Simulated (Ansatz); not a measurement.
Consider the following.

CsSnI3:
```xyz
10
Lattice="8.6896 0.0000 0.0000 0.0000 8.6896 0.0000 0.0000 0.0000 6.2861" Properties=species:S:1:pos:R:3 pbc="T T T"
Cs     0.0000     4.3448     0.0000
Cs     4.3448     0.0000     0.0000
Sn     4.3448     4.3448     3.1431
Sn     0.0000     0.0000     3.1431
I      6.9496     6.0847     3.1431
I      1.7399     2.6049     3.1431
I      2.6049     6.9496     3.1431
I      6.0847     1.7399     3.1431
I      4.3448     4.3448     0.0000
I      0.0000     0.0000     0.0000
```

This is the r²SCAN-relaxed structure.

Task: All from r²SCAN (plane waves, PAW; program Ansatz), unless another level is named. Give the HSE06 gap on the r²SCAN cell.

Result: 0.80 eV.

Task: Predict the hole effective mass.

Result: 0.058, 0.085, 0.085 mₑ (principal values).

Task: What about the weight of the valence-edge state by species (Voronoi cells)?

Result: I 66 %, Sn 33 %.

Space group P4/mbm. The first step of the workflow began from a Materials Project structure, measured or hypothetical; the Crystallography Open Database files this formula in space group No. 127, but the cells were not matched. It is not the phase usual at ambient conditions (space group No. 62). The cell was relaxed with r²SCAN under the symmetry of its start; its stability against distortions is not shown here. Scalar-relativistic: spin–orbit coupling is off unless named, which matters more the heavier the elements.

Potentials: the later of the program's two PAW sets.
